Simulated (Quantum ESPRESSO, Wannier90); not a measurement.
## Wannier functions of Ag (hcp (Mg type), model phase)

Cell from Materials Project (mp-10597), symmetrised, no further relaxation. This isn't the element's usual structure (fcc); take it as a model of another phase. Computed values, not measurements, from PBEsol: Quantum ESPRESSO (norm-conserving PseudoDojo potentials, cutoff 66 Ry, no spin polarisation, no spin-orbit coupling) on a Γ-centred 12×12×8 mesh, then Wannier90. Density: 18×18×10 mesh, cold smearing 0.01 Ry.

On the energy scale of pw.x, whose zero is arbitrary, the Fermi level lies at 16.77 eV.

Input w.win:

```
num_bands = 2
num_wann = 2
exclude_bands = 3-37
num_iter = 1000
conv_tol = 1.0e-6
conv_window = 4
write_hr = true
write_u_matrices = true
auto_projections = true
begin unit_cell_cart
ang
    2.9222999838    0.0000000000    0.0000000000
   -1.4611499919    2.5307860234    0.0000000000
    0.0000000000    0.0000000000    4.7016600000
end unit_cell_cart
begin atoms_frac
Ag   0.3333333333 -0.3333333333  0.2500000000
Ag  -0.3333333333  0.3333333333 -0.2500000000
end atoms_frac
mp_grid = 12 12 8
begin kpoints
0.0000000000 0.0000000000 0.0000000000
0.0000000000 0.0000000000 0.1250000000
0.0000000000 0.0000000000 0.2500000000
... (1149 more lines: the 12x12x8 mesh through Gamma)
end kpoints
```

Input of pw2wannier90.x that gives the overlap and projection files (equivalent; here they were cut from one run over all bands):

```
&inputpp
  outdir = './out'
  prefix = 'pwscf'
  seedname = 'w'
  write_amn = .true.
  write_mmn = .true.
  atom_proj = .true.
  atom_proj_exclude = 2 3 4 5 6 7 8 9 10 12 13 14 15 16 17 18 19 20
/
```

Output w.wout (banner and timings cut):

```
                                    ------
                                    SYSTEM
                                    ------

                              Lattice Vectors (Ang)
                    a_1     2.922300   0.000000   0.000000
                    a_2    -1.461150   2.530786   0.000000
                    a_3     0.000000   0.000000   4.701660

                   Unit Cell Volume:      34.77214  (Ang^3)

                        Reciprocal-Space Vectors (Ang^-1)
                    b_1     2.150082   1.241351  -0.000000
                    b_2     0.000000   2.482701   0.000000
                    b_3     0.000000  -0.000000   1.336376

 *----------------------------------------------------------------------------*
 |   Site       Fractional Coordinate          Cartesian Coordinate (Ang)     |
 +----------------------------------------------------------------------------+
 | ag   1   0.33333  -0.33333   0.25000   |    1.46115  -0.84360   1.17542    |
 | ag   2  -0.33333   0.33333  -0.25000   |   -1.46115   0.84360  -1.17542    |
 *----------------------------------------------------------------------------*
                                ------------
                                K-POINT GRID
                                ------------

             Grid size = 12 x 12 x  8      Total points = 1152

 *---------------------------------- MAIN ------------------------------------*
 |  Number of Wannier Functions               :                 2             |
 |  Number of Objective Wannier Functions     :                 2             |
 |  Number of input Bloch states              :                 2             |
 |  Output verbosity (1=low, 5=high)          :                 1             |
 |  Timing Level (1=low, 5=high)              :                 1             |
 |  Optimisation (0=memory, 3=speed)          :                 3             |
 |  Length Unit                               :               Ang             |
 |  Post-processing setup (write *.nnkp)      :                 F             |
 |  Using Gamma-only branch of algorithms     :                 F             |
 *----------------------------------------------------------------------------*
 *------------------------------- WANNIERISE ---------------------------------*
 |  Total number of iterations                :              1000             |
 |  Number of CG steps before reset           :                 5             |
 |  Trial step length for line search         :             2.000             |
 |  Convergence tolerence                     :         0.100E-05             |
 |  Convergence window                        :                 4             |
 |  Iterations between writing output         :                 1             |
 |  Iterations between backing up to disk     :               100             |
 |  Write r^2_nm to file                      :                 F             |
 |  Write xyz WF centres to file              :                 F             |
 |  Write on-site energies <0n|H|0n> to file  :                 F             |
 |  Use guiding centre to control phases      :                 F             |
 |  Use phases for initial projections        :                 F             |
 *----------------------------------------------------------------------------*
 *-------------------------------- PLOTTING ----------------------------------*
 |  Plotting Hamiltonian in WF basis          :                 T             |
 *----------------------------------------------------------------------------*

       ... (k-mesh section left out)

 Starting a new Wannier90 calculation ...

 Reading overlaps from w.mmn

 Reading projections from w.amn

 *------------------------------- WANNIERISE ---------------------------------*
 +--------------------------------------------------------------------+<-- CONV
 | Iter  Delta Spread     RMS Gradient      Spread (Ang^2)            |<-- CONV
 +--------------------------------------------------------------------+<-- CONV

 ------------------------------------------------------------------------------
 Initial State
  WF centre and spread    1  (  1.461150, -0.843595,  1.175415 )     0.25889562
  WF centre and spread    2  ( -1.461150,  0.843595, -1.175415 )     0.25889562
  Sum of centres and spreads (  0.000000, -0.000000,  0.000000 )     0.51779125

      0     0.518E+00     0.0000000000        0.5177912524  <-- CONV
        O_D=      0.0000000 O_OD=      0.0000000 O_TOT=      0.5177913 <-- SPRD
 ------------------------------------------------------------------------------
      1     0.000E+00     0.0000000086        0.5177912524  <-- CONV
        O_D=      0.0000000 O_OD=      0.0000000 O_TOT=      0.5177913 <-- SPRD
      2     0.000E+00     0.0000000086        0.5177912524  <-- CONV
        O_D=      0.0000000 O_OD=      0.0000000 O_TOT=      0.5177913 <-- SPRD
      3     0.000E+00     0.0000000086        0.5177912524  <-- CONV
        O_D=      0.0000000 O_OD=      0.0000000 O_TOT=      0.5177913 <-- SPRD
      4     0.000E+00     0.0000000085        0.5177912524  <-- CONV
        O_D=      0.0000000 O_OD=      0.0000000 O_TOT=      0.5177913 <-- SPRD
             <<<     Delta < 1.000E-06  over  4 iterations     >>>
             <<< Wannierisation convergence criteria satisfied >>>
 Final State
  WF centre and spread    1  (  1.461150, -0.843595,  1.175415 )     0.25889562
  WF centre and spread    2  ( -1.461150,  0.843595, -1.175415 )     0.25889562
  Sum of centres and spreads (  0.000000, -0.000000,  0.000000 )     0.51779125

         Spreads (Ang^2)       Omega I      =     0.517791250
        ================       Omega D      =     0.000000000
                               Omega OD     =     0.000000002
    Final Spread (Ang^2)       Omega Total  =     0.517791252
```
